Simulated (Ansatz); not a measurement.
A relaxed cell of AlGa2As3 is given with its symmetry left out. The cell was found from a structure generator's guess, not taken from experiment.

All numbers below come from DFT PBE, scalar-relativistic, plane waves, PAW in Ansatz 0.2.0. Cutoff 420 eV, Γ-centred mesh, Gaussian smearing, no spin polarisation.

```
CELL_PARAMETERS angstrom
-2.02969 2.02969 8.60749
2.02969 -2.02969 8.60749
2.02969 2.02969 -8.60749
ATOMIC_POSITIONS crystal
Al 0.00000 0.00000 0.00000
Ga 0.66656 0.66656 0.00000
Ga 0.33344 0.33344 0.00000
As 0.25000 0.75000 0.50000
As 0.91725 0.41725 0.50000
As 0.58275 0.08275 0.50000
```

Energies over the elements count from the elements' standard structures at the same level, with no fitted energy shifts.

Question: What space group does it have?

Answer: I-4m2 (No. 119), with Al and Ga ordered on zinc blende sites. Conventional cell: a = 4.059 Å, c = 17.215 Å. Al is surrounded by 4 As at 2.48 Å; around Ga lie 4 As at 2.49 Å; As on a site of symmetry -4m2 has 4 Ga at 2.49 Å; As on a site of symmetry 2mm is surrounded by 2 Al at 2.48 Å and 2 Ga at 2.49 Å.

Question: What is its formation energy per atom?

Answer: −0.395 eV/atom. Whether it is stable depends on the other phases of the system, which aren't compared here.

Question: Is it a metal?

Answer: No, the gap on the 10×10×10 mesh is 0.64 eV.

The last run used a 10×10×10 mesh for its 6-atom cell and Gaussian smearing of 0.02 eV. Kohn–Sham gaps at this level usually fall short of measured ones. The reference form of As is held partly by dispersion forces, which this level lacks. A later test with randomly moved atoms came back to the same energy, though modes that don't fit the test's cell weren't probed.
